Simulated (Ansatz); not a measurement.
## Fields on a plane of Ga2Se3 (space group Cc)

```xyz
10
Lattice="3.2825 -5.7363 0.0000 3.2825 5.7363 0.0000 -2.1373 0.0000 6.2092" Properties=species:S:1:pos:R:3 pbc="T T T"
Ga     2.3966    -2.8893     3.1343
Ga     3.4653     2.8893     0.0297
Ga     2.2166     0.9838     3.1125
Ga     3.2853    -0.9838     0.0079
Se     2.5257     0.8969     5.5278
Se     3.5944    -0.8969     2.4232
Se     0.0710     0.9238     2.2163
Se    -0.9977    -0.9238     5.3209
Se     3.3486     3.0390     2.4486
Se     2.2799    -3.0390     5.5532
```

The slice is a (1 0 -1) plane (indices of the conventional cell) through the point (0.903, 0.373, 0.894) (fractional), spanned by u = [111] and v = [1 -1 0] in vectors of this cell: u (7.63 Å) and v (11.47 Å, at 90° to u). It covers one period; positions are fractions (u, v).

Atoms on it: Se at (0.02, 0.66), 0.2 Å off the plane; Se at (0.52, 0.31), 0.2 Å off the plane; Se at (0.48, 0.65), 0.1 Å off the plane; Se at (0.98, 0.32), 0.1 Å off the plane; Se at (0.50, 0.97); Se at (0.00, 0.00). Other atoms lie within 1 Å of the plane.

These are LDA (plane waves to 420 eV, PAW, scalar-relativistic; Ansatz, an electronic-structure program) values and carry that method's errors. k mesh 6×6×6. Near the nuclei the fields are pseudised (PAW); where an atom keeps semicore shells as valence, they peak there. Ga2Se3 was relaxed with its symmetry unable to fall.

| v \ u | 0.00 | 0.15 | 0.31 | 0.46 | 0.62 | 0.77 | 0.92 |
|---|---|---|---|---|---|---|---|
| 0.90 | -0.4 | -1.0 | -1.1 | -0.1 | -0.6 | -1.3 | -0.6 |
| 0.80 | -0.8 | -1.4 | -1.7 | -1.1 | -1.4 | -1.6 | -0.9 |
| 0.70 | 0.6 | -0.5 | -0.8 | 0.6 | -0.5 | -1.0 | -0.1 |
| 0.60 | 0.2 | -0.6 | -0.9 | 0.4 | -0.5 | -1.1 | -0.2 |
| 0.50 | -0.7 | -1.3 | -1.5 | -0.7 | -1.1 | -1.7 | -0.9 |
| 0.40 | -0.2 | -1.0 | -1.2 | -0.3 | -0.6 | -1.3 | -0.3 |
| 0.30 | 1.3 | -0.6 | -0.8 | 0.8 | 0.0 | -1.0 | 0.9 |
| 0.20 | -0.8 | -1.4 | -1.4 | -0.6 | -0.9 | -1.6 | -0.8 |
| 0.10 | -0.5 | -1.2 | -1.4 | -0.7 | -1.1 | -1.5 | -0.7 |
| 0.00 | 1.7 | -0.5 | -0.8 | 0.9 | -0.2 | -1.0 | 0.5 |

Values: log₁₀ of the valence density in e/Å³. The scale is logarithmic, as a density can span decades between atoms and voids.

| v \ u | 0.00 | 0.15 | 0.31 | 0.46 | 0.62 | 0.77 | 0.92 |
|---|---|---|---|---|---|---|---|
| 0.90 | 0.73 | 0.28 | 0.21 | 0.86 | 0.73 | 0.06 | 0.63 |
| 0.80 | 0.30 | 0.06 | 0.02 | 0.10 | 0.04 | 0.02 | 0.24 |
| 0.70 | 0.63 | 0.74 | 0.55 | 0.73 | 0.73 | 0.18 | 0.73 |
| 0.60 | 0.75 | 0.69 | 0.47 | 0.70 | 0.56 | 0.18 | 0.72 |
| 0.50 | 0.25 | 0.08 | 0.05 | 0.30 | 0.18 | 0.02 | 0.22 |
| 0.40 | 0.73 | 0.29 | 0.15 | 0.71 | 0.66 | 0.07 | 0.74 |
| 0.30 | x | 0.61 | 0.38 | x | 0.82 | 0.14 | x |
| 0.20 | 0.63 | 0.11 | 0.06 | 0.55 | 0.38 | 0.02 | 0.61 |
| 0.10 | 0.81 | 0.24 | 0.06 | 0.48 | 0.24 | 0.03 | 0.72 |
| 0.00 | x | 0.68 | 0.36 | x | 0.74 | 0.18 | 0.67 |

Values: electron localisation function (ELF). Points within 0.5 Å of a nucleus are blanked (x), as the pseudised field means little there.
